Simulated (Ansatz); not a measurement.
**Two states of Li2V2O3**

```
V Li O
1.0
     5.27799    0.00000    0.00000
     0.00000    5.39769    0.00000
    -2.46929    0.00000    4.73337
V Li O
4 4 6
Direct
  0.33500 0.12200 0.07300
  0.66500 0.62200 0.42700
  0.66500 0.87800 0.92700
  0.33500 0.37800 0.57300
  0.15200 0.84600 0.41100
  0.84800 0.34600 0.08900
  0.84800 0.15400 0.58900
  0.15200 0.65400 0.91100
  0.37200 0.42500 0.24700
  0.62800 0.92500 0.25300
  0.62800 0.57500 0.75300
  0.37200 0.07500 0.74700
  0.00000 0.00000 0.00000
  0.00000 0.50000 0.50000
```

The numbers come from plane-wave PAW DFT (Ansatz): PBE, with U_eff = 4.59 eV on V d (all-electron-ortho-atomic projectors), 420 eV, 4×4×4 Γ-centred k points, fermi-dirac occupations (width 0.1 eV). Nothing was relaxed.

State A: V1 down, V2 down, V3 up, V4 up (collinear spin). State B: V1 up, V2 up, V3 up, V4 down (collinear spin).

Question: Compare the two self-consistent states.

Answer: State A is lower by 30.5 meV an atom at zero smearing; in free energy at this smearing B lies +28.6 meV an atom from A.

| state | free energy (meV/atom) | largest moment in a small sphere (μB) | net moment (μB/cell) | gap on mesh (eV) | pressure (GPa) | largest force (eV/Å) |
| --- | --- | --- | --- | --- | --- | --- |
| A | 0.0 | 1.55 | 0.00 | metal | 59.0 | 5.17 |
| B | 28.6 | 1.56 | 5.36 | metal | 59.2 | 5.20 |

Origin: a known structure type with other elements, at an estimated volume, so it need not be a known compound. Caveats: another magnetic order, which this cell may not hold, can open a gap; the k mesh is coarse if the cell is a metal; atoms or cell far from equilibrium.
